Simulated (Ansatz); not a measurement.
ZnPbO$_{3}$ in space group R3c (No. 161; Zn on 6a, Pb on 6a, O on 18b) under volume change, PBEsol (plane waves, PAW; program Ansatz), shape and atoms relaxed at each volume.

```
V (Å³/atom)  E − E(relaxed) (meV/atom)  P (GPa)
-----------  -------------------------  -------
11.116                            49.4    15.44
11.483                            20.9     9.59
11.849                             5.0     4.47
12.215                             0.0    -0.01
12.582                             4.5    -3.85
12.948                            17.2    -7.11
13.315                            36.6    -9.81
```

Problem. What does a third-order Birch–Murnaghan fit give for V₀, B₀ and B′?

Solution. V₀ = 12.22 Å³/atom, B₀ = 136 GPa, B′ = 4.0.

The workflow started from a Materials Project entry (that database holds measured and hypothetical structures alike); the Crystallography Open Database copy checked does not list it. With Zn and Pb taken as one species the cell has the higher symmetry R-3c, so it may be an ordered model of a mixed-site phase. Its standing as an ambient phase is unchecked. The cell was relaxed with PBEsol under the symmetry of its start; of distortions, only those at the zone centre were tested. Spin–orbit coupling is left out wherever it is not named.

Potentials: the later of the program's two PAW sets.
